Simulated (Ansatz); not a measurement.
Ti₂BiN:
```cif
data_Bi2N2Ti4
_chemical_formula_sum 'Ti4 Bi2 N2'
_space_group_name_H-M_alt 'P63/mmc'
_space_group_IT_number 194
_space_group_name_Hall '-P 6c 2c'
_cell_length_a 3.26643
_cell_length_b 3.26643
_cell_length_c 12.99079
_cell_angle_alpha 90.000
_cell_angle_beta 90.000
_cell_angle_gamma 120.000
loop_
_atom_site_label
_atom_site_type_symbol
_atom_site_symmetry_multiplicity
_atom_site_Wyckoff_symbol
_atom_site_fract_x
_atom_site_fract_y
_atom_site_fract_z
_atom_site_occupancy
Ti1 Ti 4 f 0.66667 0.33333 0.07371 1
Bi1 Bi 2 c 0.33333 0.66667 0.25000 1
N1 N 2 a 0.00000 0.00000 0.00000 1
```

Relaxed with PBEsol (plane waves, PAW; program Ansatz). Indices refer to the conventional cell of P6_3/mmc, a = b = 3.266 Å, c = 12.991 Å, α = β = 90.00°, γ = 120.00°.

Task: Simulate the powder diffraction pattern (Cu Kα1, λ = 1.54056 Å; lines above 1 %) up to 2θ = 90°.

Result: Simulated powder pattern, Cu Kα1, λ = 1.54056 Å (kinematic, ideal powder, no thermal factors, no anomalous dispersion; the 30 strongest lines at most, above 1 %, up to 2θ = 90°):

```csv
2θ (°),d (Å),I/Imax (%),hkl
13.62,6.495,46,(0002)
27.44,3.248,22,(0004)
31.60,2.829,23,(1 0 -1 0)
32.36,2.764,46,(1 0 -1 1)
34.56,2.594,15,(1 0 -1 2)
37.96,2.368,100,(1 0 -1 3)
41.68,2.165,15,(0006)
42.34,2.133,6.8,(1 0 -1 4)
47.47,1.914,12,(1 0 -1 5)
53.23,1.719,14,(1 0 -1 6)
56.28,1.633,23,(1 1 -2 0)
56.63,1.624,1.7,(0008)
58.20,1.584,9.3,(1 1 -2 2)
59.53,1.552,12,(1 0 -1 7)
63.73,1.459,13,(1 1 -2 4)
65.99,1.414,2.8,(2 0 -2 0)
66.32,1.408,1.0,(1 0 -1 8)
66.43,1.406,6.5,(2 0 -2 1)
67.75,1.382,2.2,(2 0 -2 2)
69.91,1.345,16,(2 0 -2 3)
72.42,1.304,18,(1 1 -2 6)
72.73,1.299,1.6,(0 0 0 10)
72.88,1.297,1.6,(2 0 -2 4)
73.61,1.286,13,(1 0 -1 9)
76.64,1.242,3.4,(2 0 -2 5)
81.16,1.184,4.0,(2 0 -2 6)
81.46,1.181,2.4,(1 0 -1 10)
83.97,1.152,3.7,(1 1 -2 8)
86.43,1.125,4.7,(2 0 -2 7)
89.95,1.090,2.0,(1 0 -1 11)
```

The start of the workflow was typed in or built on a structure type; neither database checked (COD, Materials Project) lists it. Whether it is the stable phase at ambient conditions was not checked. The cell was relaxed with PBEsol under the symmetry of its start; whether a distortion lowers the energy is not shown. The workflow began spin-polarised and lost its moments. Scalar-relativistic: spin–orbit coupling is off unless named, which matters more the heavier the elements.

Potentials: the later of the program's two PAW sets.
